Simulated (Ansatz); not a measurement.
Molecular dynamics on a 2×2×1 supercell (16 atoms) of InBi2B (ordering on zincblende), relaxed with r2SCAN. Forces come from PBEsol in the PAW code Ansatz: a Langevin thermostat at fixed volume, 450 K, steps of 1.5 fs. Computed, non-magnetic; the trajectory is short and the cell small, so nothing here is a converged average. The structure comes from a prototype and may be hypothetical.

```yaml
crystal:
  lattice:
    - [8.5181992212, 0.0, 0.0]
    - [0.0, 8.5181992212, 0.0]
    - [0.0, 0.0, 6.4173857981]
  atoms:
    - { symbol: B, position: [0.0, 0.0, 0.0] }
    - { symbol: Bi, position: [0.0, 0.25, 0.2012670235] }
    - { symbol: In, position: [0.25, 0.25, 0.5] }
    - { symbol: Bi, position: [0.25, 0.0, 0.7987329765] }
    - { symbol: B, position: [0.0, 0.5, 0.0] }
    - { symbol: Bi, position: [0.0, 0.75, 0.2012670235] }
    - { symbol: In, position: [0.25, 0.75, 0.5] }
    - { symbol: Bi, position: [0.25, 0.5, 0.7987329765] }
    - { symbol: B, position: [0.5, 0.0, 0.0] }
    - { symbol: Bi, position: [0.5, 0.25, 0.2012670235] }
    - { symbol: In, position: [0.75, 0.25, 0.5] }
    - { symbol: Bi, position: [0.75, 0.0, 0.7987329765] }
    - { symbol: B, position: [0.5, 0.5, 0.0] }
    - { symbol: Bi, position: [0.5, 0.75, 0.2012670235] }
    - { symbol: In, position: [0.75, 0.75, 0.5] }
    - { symbol: Bi, position: [0.75, 0.5, 0.7987329765] }
kpoints:
  mp_grid: { grid: [2, 2, 2] }
hamiltonian:
  xc: pbesol
scf:
  occupations: { method: fermi_dirac, width: 0.039 }
md:
  ensemble: nvt_langevin
  temperature: 450
  timestep: 1.5
  n_steps: 40
  initial_velocities: maxwell_boltzmann
  seed: 5893
```

Command: `ansatz run input.yaml --threads 4 --pin off --max-ram 3686MiB --backend cpu --events-out ev --progress --plain --runs-dir out`. It took 3.6 min on 4 threads of Arm Neoverse V1, on a shared host, load about 0.5 per core; peak host memory 1.7 GiB.

```tsv
step	t (fs)	T (K)	free energy F from step 0 (meV/atom)	kinetic energy (meV/atom)	largest force (eV/Å)
0	0	422	0.0	54.5	0.44
1	1.5	402	0.3	51.9	0.51
2	3	396	0.9	51.1	0.58
3	4.5	441	1.9	57.0	0.65
4	6	437	3.2	56.5	0.71
5	7.5	436	4.6	56.4	0.77
6	9	381	6.1	49.2	0.82
7	10.5	367	7.6	47.4	0.86
8	12	373	9.1	48.2	0.90
9	13.5	372	10.8	48.1	0.94
10	15	357	12.4	46.1	0.97
11	16.5	340	13.8	43.9	1.00
12	18	353	15.0	45.6	1.02
13	19.5	349	16.1	45.2	1.04
14	21	376	17.2	48.6	1.06
15	22.5	364	18.1	47.0	1.09
16	24	342	18.6	44.2	1.10
17	25.5	376	18.8	48.6	1.11
18	27	344	18.9	44.5	1.12
19	28.5	369	18.9	47.7	1.12
20	30	354	18.8	45.8	1.11
21	31.5	366	18.5	47.4	1.10
22	33	428	18.1	55.3	1.08
23	34.5	454	17.6	58.7	1.05
24	36	443	17.2	57.2	1.03
25	37.5	430	17.0	55.6	1.00
26	39	412	16.9	53.3	0.97
27	40.5	441	17.1	57.0	0.95
28	42	442	17.6	57.1	0.96
29	43.5	452	18.3	58.5	0.98
30	45	455	19.2	58.8	1.00
31	46.5	425	20.3	55.0	1.01
32	48	418	21.5	54.0	1.02
33	49.5	381	22.7	49.2	1.03
34	51	425	24.0	54.9	1.03
35	52.5	431	25.3	55.7	1.04
36	54	430	26.6	55.6	1.06
37	55.5	414	27.9	53.6	1.08
38	57	435	29.4	56.2	1.10
39	58.5	408	30.8	52.8	1.11
40	60	409	31.8	52.9	1.12
```

The temperature starts at 422 K, is lowest at step 11 (340 K, 16.5 fs) and ends at 409 K. By the last step the atoms have moved 0.14 Å in the root mean square, the drift of the whole cell taken out, 0.24 Å at most.

Positions (Å) and forces (eV/Å) at step 40:
```
B    0.070   0.023  -0.098     0.087   0.041   0.283
Bi  -0.003   2.163   1.297    -0.598  -0.531  -0.278
In   2.030   2.058   3.258     0.069   0.017   0.051
Bi   2.280   0.001   5.184    -0.038  -0.113   0.513
B   -0.118   4.261   0.161     0.330   0.068  -0.842
Bi   0.047   6.408   1.244    -0.174   0.339  -0.231
In   1.988   6.404   3.317     0.427   0.180  -0.472
Bi   2.028   4.237   5.085     0.039  -0.080   0.991
B    4.477  -0.038   0.057    -0.885  -0.009   0.248
Bi   4.043   2.118   1.220     0.828  -0.103  -0.053
In   6.300   1.999   3.200    -0.218   0.487  -0.218
Bi   6.416  -0.078   5.174     0.656   0.459   0.314
B    4.188   4.185  -0.057     0.391   0.488  -0.148
Bi   4.252   6.386   1.360    -0.807  -0.352  -0.696
In   6.373   6.514   3.134     0.456  -0.484   0.129
Bi   6.446   4.317   5.064    -0.560  -0.408   0.409
```
